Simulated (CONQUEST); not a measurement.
Set-up for a self-consistent single point of Sn₂PbSe₃ (P-3m1, 12 atoms in the cell; from Materials Project mp-1219016, changed as shown).

```
Sn2PbSe3
1.0
    4.21049     0.00000     0.00000
    0.00000     7.29279     0.00000
    0.00000     0.00000    10.31686
Sn Pb Se
4 2 6
Direct
  0.00000   0.33333   0.66381
  0.50000   0.16667   0.33619
  0.50000   0.83333   0.66381
  0.00000   0.66667   0.33619
  0.00000   0.00000   0.00000
  0.50000   0.50000   0.00000
  0.00000   0.33333   0.17324
  0.50000   0.16667   0.82676
  0.00000   0.00000   0.50000
  0.50000   0.83333   0.17324
  0.00000   0.66667   0.82676
  0.50000   0.50000   0.50000
```

Level of theory: LDA (PW92), numerical atomic orbitals double-zeta with polarisation (the shipped basis), PseudoDojo norm-conserving potentials made for LDA in CONQUEST.

CONQUEST settings:

* **basis**: DZP
* **Diag.MPMeshX, Y, Z**: 6 4 2
* **potentials**: PseudoDojo norm-conserving LDA
* **Grid.GridCutoff**: 140 Ha
* **DM.SolutionMethod**: diagon
* **Diag.kT**: 0.003675 Ha
* **Diag.GammaCentred**: true
* **minE.SCTolerance**: 1.0e-06
* **SC.MaxIters**: 100
* **SC.LinearMixingFactor**: 0.5
* **SC.KerkerPreCondition**: true
* **SC.KerkerFactor**: 0.5 1/bohr
* **AtomMove.TypeOfRun**: static

Results:

- Number of valence electrons: 180
- Number of bands: 216
- Number of k-points after the program's reduction: 41
- Size of the basis: 216
- Number of SCF iterations: 17
- FFT grid: 48 × 80 × 108
- Free energy E − TS: -32163.5919 eV
- Top of the valence band (on the code's own zero): -4.33 eV
- Gap on the k-point mesh: 0.41 eV
- Pressure: 0.44 GPa

The gap is read on the k-point mesh of the run and can differ from the gap over the whole zone at this level.

For comparison: a first run was changed to give this one (lattice scaled by 0.98), and from it to this one the free energy goes down by 13.0 meV/atom and the pressure goes from -2.76 to 0.44 GPa.

Spin-orbit coupling is left out, which matters for bands and gaps with elements this heavy. The program uses no crystal symmetry, so grid and mesh can part values that symmetry would make equal. The atom-centred basis is finite, which shifts total energies, pressures and gaps against plane waves. The structure comes from a collection of computed structures, made at another level of theory; the collection holds predicted forms beside known ones.

Cost on one core: about 120 core-seconds (a rough figure).
